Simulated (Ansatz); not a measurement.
Input for Ansatz (plane-wave DFT, PAW):

```yaml
crystal:
  lattice:
    - [4.4609390841, 0.0, 0.0]
    - [-2.2304695421, 3.8632865716, 0.0]
    - [0.0, 0.0, 26.2846830198]
  atoms:
    - { symbol: W, position: [0.6666666667, 0.3333333333, 0.3233822525] }
    - { symbol: W, position: [0.3333333333, 0.6666666667, 0.3580254466] }
    - { symbol: W, position: [0.0, 0.0, 0.3926686408] }
    - { symbol: W, position: [0.6666666667, 0.3333333333, 0.4273118349] }
    - { symbol: W, position: [0.3333333333, 0.6666666667, 0.4623651614] }
    - { symbol: W, position: [0.0, 0.0, 0.4963215983] }
    - { symbol: W, position: [0.6666666667, 0.3333333333, 0.5359524027] }
    - { symbol: W, position: [0.3333333333, 0.6666666667, 0.563181547] }
    - { symbol: W, position: [0.0, 0.0, 0.5905731128] }
    - { symbol: Si, position: [0.0, 0.0, 0.694816333] }
basis:
  ecutwfc: 420
kpoints:
  mp_grid: { grid: [9, 9, 1] }
hamiltonian:
  xc: pbesol
scf:
  occupations: { method: gaussian, width: 0.1 }
output:
  forces: true
  eigenvalues: true
  write_density: true
  write_potential: true
  elf: true
  volumetric_format: npy
relax:
  adjacent_minimum: "off"
  f_tol: 0.03
  max_steps: 70
  constraints: [{ sites: [0, 1, 2, 3] }]
efield:
  axis: 3
  dipole_correction: true
  ramp_width: 0.04
```

Launched with
```bash
ansatz run input.yaml --threads 2 --pin off --max-ram 5120MiB --backend cpu --events-out ev --progress --plain --runs-dir out
```

The calculation used DFT PBEsol, scalar-relativistic, plane waves, PAW (Ansatz).

From the run's log, abridged (final results; tables in files aren't shown):

```
WARN: The output density's exchange-correlation potential varies sharply where the density is thin. Do not read a vacuum level from v_tot or v_xc, or from such a field of the output density. On a cell that repeats whose density bears no net charge and no dipole along the vacuum's axis use v_es (v_loc + v_h of the components); under efield.dipole_correction with no amplitude use v_es + v_field, which holds any external_charges[].barrier, or the levels of the report's work_function block, which leave it out; under a non-zero efield.amplitude the vacuum is tilted and has no level; on a cell that repeats and bears such a dipole with no correction it is tilted too, and efield.dipole_correction wi ...
SCF converged after 2 iterations
Free energy (F): -92919.856431 eV
Harris-Foulkes:  -92919.856431 eV  (|F-HF|=2.78e-8)
Internal energy: -92919.810725 eV  (E = F + TS)
E sigma→0 (E₀):  -92919.833578 eV
Entropy (-TS):   -0.045706 eV (-4.571 meV/atom)
Fermi energy:    4.368660 eV
Dipole field:    D = -0.039283 V/Å  (p = -0.098340 e·Å, saw-weighted, corrected)
Work function:   Φ+ = 5.1242 eV   Φ− = 4.0917 eV
Levels:          The Fermi level and band energies are counted from a zero that moves with the ramp; work functions are not
--- Per-component energies (eV) ---
  E_band       = -2982.004976
  E_kinetic    = 4071.324275
  E_local      = -180568.008158  (includes V_loc(G=0)·N_el)
  E_nonlocal   = 62.977234
  E_hartree    = 88389.543804
  E_xc         = -2427.114983
  E_vxc        = -2175.496391  (∫ρ·V_xc dr)
  E_paw        = -76423.419893  (= ΣΔE_a)
  E_vpaw       = -1146.293456  (= ΣTr[D̂ρ^β])
  E_aug_tail   = -0.000541  (compensation charges beyond the density's cutoff)
  E_efield     = 0.001932  (sawtooth field / dipole correction)
  E_vefield    = -5.535889  (∫n·V_field dr)
  E_ewald      = 73972.857915
  E_core_change = 2.027690  (= ΣΔE_core)
  E_smearing   = -0.045706  (= −TS)
--- Forces (eV/Å), atoms counted from 1 ---
  atom   1  W      0.00000000     0.00000000     2.62146858
  atom   2  W      0.00000000     0.00000000    -0.09723478
  atom   3  W      0.00000000     0.00000000    -1.09006132
  atom   4  W      0.00000000     0.00000000    -1.44171669
  atom   5  W      0.00000000     0.00000000    -0.00010882
  atom   6  W      0.00000000     0.00000000     0.00590326
  atom   7  W      0.00000000     0.00000000    -0.01498768
  atom   8  W      0.00000000     0.00000000     0.02476548
  atom   9  W      0.00000000     0.00000000    -0.00198589
  atom  10  Si     0.00000000     0.00000000    -0.00595863
--- Band table (eV; the first three rows and the last of 12) ---
  k-point 0: bands = ["-69.5884", "-69.5273", "-69.5103", "-69.4486", "-69.4072", "-69.3443", "-69.1920", "-69.1658", "-68.8836", "-34.1437", "-34.1437", "-34.1335", "-34.0892", "-34.0892", "-34.0547", "-33.9857", "-33.9857", "-33.9840", "-33.7943", "-33.7943", "-33.7710", "-33.6694", "-33.6694", "-33.6159", "-33.4921", "-33.4900", "-33.4900", "-33.4499", "-33.2684", "-33.2678", "-33.2678", "-33.1111", "-33.1111", "-32.9837", "-32.8607", "-32.8607", "-4.5402", "-3.0398", "-2.2080", "-0.9670", "-0.9670", "-0.5164", "0.3216", "0.3216", "0.7440", "1.0390", "1.2748", "1.2748", "1.4186", "1.4186", "1.4515", "1.6471", "1.6471", "2.2744", "2.3058", "2.3058", "2.6807", "2.6807", "3.2165", "3.2300",  ...
  k-point 1: bands = ["-69.5841", "-69.5257", "-69.5101", "-69.4486", "-69.4091", "-69.3465", "-69.1915", "-69.1671", "-68.8849", "-34.2198", "-34.1990", "-34.1581", "-34.0771", "-34.0701", "-34.0539", "-33.9826", "-33.9689", "-33.9463", "-33.8031", "-33.7805", "-33.7430", "-33.6536", "-33.6498", "-33.6075", "-33.5018", "-33.4808", "-33.4594", "-33.4406", "-33.2892", "-33.2670", "-33.2545", "-33.1369", "-33.1100", "-32.9825", "-32.8807", "-32.8586", "-4.3507", "-2.9299", "-2.1380", "-0.8622", "-0.8537", "-0.5904", "0.1769", "0.4090", "0.6009", "0.7367", "1.1146", "1.1275", "1.1897", "1.5393", "1.5598", "1.6485", "2.1462", "2.2203", "2.3535", "2.4708", "2.6610", "2.7132", "3.0822", "3.2857",  ...
  k-point 2: bands = ["-69.5724", "-69.5219", "-69.5095", "-69.4490", "-69.4141", "-69.3521", "-69.1902", "-69.1706", "-68.8885", "-34.3140", "-34.2578", "-34.1991", "-34.1167", "-34.1104", "-34.0630", "-33.9507", "-33.9357", "-33.8609", "-33.7920", "-33.7447", "-33.7052", "-33.6558", "-33.6134", "-33.5613", "-33.5097", "-33.4578", "-33.4331", "-33.3872", "-33.3320", "-33.2659", "-33.2566", "-33.1783", "-33.1070", "-32.9855", "-32.9224", "-32.8534", "-3.8121", "-2.6475", "-1.9257", "-0.7409", "-0.5756", "-0.5229", "-0.2263", "0.2516", "0.3509", "0.6606", "0.8183", "1.0053", "1.2963", "1.4419", "1.5911", "1.7535", "2.2504", "2.3977", "2.3996", "2.5046", "2.7559", "2.8165", "3.0384", "3.4242", ...
  k-point 11: bands = ["-69.5351", "-69.5189", "-69.5027", "-69.4566", "-69.4264", "-69.3667", "-69.1868", "-69.1794", "-68.8973", "-34.3494", "-34.2858", "-34.2838", "-34.1676", "-34.1676", "-34.1675", "-33.9331", "-33.9269", "-33.8017", "-33.7740", "-33.7267", "-33.6524", "-33.5930", "-33.5839", "-33.5354", "-33.5022", "-33.4532", "-33.3841", "-33.3774", "-33.2827", "-33.2585", "-33.1912", "-33.1892", "-33.1453", "-33.0483", "-32.9460", "-32.8274", "-2.2200", "-1.3575", "-1.3295", "-1.2116", "-0.7671", "-0.5407", "-0.2708", "0.0443", "0.4736", "0.6203", "1.1213", "1.4731", "1.6401", "1.7341", "1.8330", "1.8731", "2.1127", "2.1178", "2.2666", "2.5344", "2.5478", "2.5913", "3.0179", "3.4113" ...
--- Relaxed structure (6 steps of the walk, 6 accepted, 0 SCFs on fresh bases) ---
  F+E_penalty+E_count = -92919.85643085 eV   max|allowed force component| = 2.477e-2 eV/Å
  atoms:
    - { symbol: W, position: [0.66666666, 0.33333333, 0.32338225] }
    - { symbol: W, position: [0.33333333, 0.66666666, 0.3580254466] }
    - { symbol: W, position: [0.0, 0.0, 0.3926686408] }
    - { symbol: W, position: [0.66666666, 0.33333333, 0.42731183] }
    - { symbol: W, position: [0.33333333, 0.66666666, 0.46166061] }
    - { symbol: W, position: [0.0, 0.0, 0.49494059] }
    - { symbol: W, position: [0.66666666, 0.33333333, 0.53308086] }
    - { symbol: W, position: [0.33333333, 0.66666666, 0.56624994] }
    - { symbol: W, position: [0.0, 0.0, 0.59137463] }
    - { symbol: Si, position: [0.0, 0.0, 0.68400793] }
```

The relaxation met its thresholds.

It took 2.7 min on 2 threads of Intel(R) Xeon(R) Platinum 8259CL CPU @ 2.50GHz (Skylake/Cascade Lake), with other jobs on the host, peak memory 0.97 GiB.

Spin-orbit coupling is left out, which matters for the bands of heavy elements.